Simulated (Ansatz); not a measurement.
SiO₂:
```cif
data_O8Si4
_chemical_formula_sum 'Si4 O8'
_space_group_name_H-M_alt 'P43212'
_space_group_IT_number 96
_space_group_name_Hall 'P 4nw 2abw'
_cell_length_a 4.98173
_cell_length_b 4.98173
_cell_length_c 6.91953
_cell_angle_alpha 90.000
_cell_angle_beta 90.000
_cell_angle_gamma 90.000
loop_
_atom_site_label
_atom_site_type_symbol
_atom_site_symmetry_multiplicity
_atom_site_Wyckoff_symbol
_atom_site_fract_x
_atom_site_fract_y
_atom_site_fract_z
_atom_site_occupancy
Si1 Si 4 a 0.19778 0.19778 0.00000 1
O1 O 8 b 0.39118 0.26175 0.18123 1
```

Relaxed with r²SCAN.

Give the optical modes at the zone centre with their infrared activity from DFPT, DFT-r²SCAN in the program Ansatz with PAW potentials.

Transverse frequencies, without the LO–TO term; a row sums one degenerate level.

```csv
ω (cm⁻¹),degeneracy,IR ((D/Å)²/amu),activity,symmetry
49,1,0.00,IR-inactive,B1
120,1,0.00,IR-inactive,B1
152,2,0.28,IR,E
229,1,0.00,IR-inactive,A1
272,2,0.18,IR,E
283,1,0.00,IR-inactive,B2
293,1,1.84,IR,A2
366,1,0.00,IR-inactive,A1
378,1,0.00,IR-inactive,B1
382,2,3.92,IR,E
420,1,0.00,IR-inactive,A1
445,1,0.00,IR-inactive,B2
470,2,30.36,IR,E
495,1,11.57,IR,A2
618,2,4.25,IR,E
783,1,0.00,IR-inactive,B1
787,1,0.00,IR-inactive,B2
787,1,8.82,IR,A2
794,2,0.05,IR,E
1081,1,0.00,IR-inactive,A1
1084,2,114.68,IR,E
1084,1,0.00,IR-inactive,B1
1088,1,53.69,IR,A2
1135,1,0.00,IR-inactive,B2
1199,2,2.78,IR,E
```

How high does the top mode go among those that the LO–TO term moves?

1247 cm⁻¹ for q along x, 1247 cm⁻¹ for q along y, 1235 cm⁻¹ for q along z.

Space group P4_32_12. The first step of the workflow began from a Materials Project structure, measured or hypothetical; the Crystallography Open Database files this formula in space group No. 96, but the cells were not matched. It is not the phase usual at ambient conditions (space group No. 92, 152, 154). The r²SCAN relaxation kept the symmetry of its start; of distortions, only those at the zone centre were tested.

Potentials: the earlier of the program's two PAW sets.
